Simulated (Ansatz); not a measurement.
Co (hcp, Mg type)

```xyz
2
Lattice="2.4573 0.0000 0.0000 -1.2286 2.1281 0.0000 0.0000 0.0000 3.9686" Properties=species:S:1:pos:R:3 pbc="T T T"
Co     0.0000     1.4187     2.9765
Co     1.2286     0.7094     0.9922
```

E(V) scan at fixed shape, V₀ the volume above. Symmetry pins the atoms to their sites.

These are PBEsol (plane waves to 420 eV, PAW, scalar-relativistic; Ansatz, an electronic-structure program) values and carry that method's errors. k mesh 22×22×12 (Γ-centred), Fermi-Dirac smearing 0.05 eV. The energy includes the smearing's −TS. Co was relaxed with its symmetry unable to fall. Relaxed Co ends ferromagnetic. Other magnetic orders were not checked, so this need not be the ground state. ΔE is measured from the relaxed starting cell.

**Question.** What ΔE (meV/atom) does the calculation give at V/V₀ = 0.967, 1.017, 1.050, 1.083, 1.100?

**Answer.** 
```tsv
V/V₀	ΔE (meV/atom)
0.967	9
1.017	2
1.050	18
1.083	48
1.100	67
```

(Under strain, the slope of the energy per volume gives the stress and its curvature an elastic modulus.)
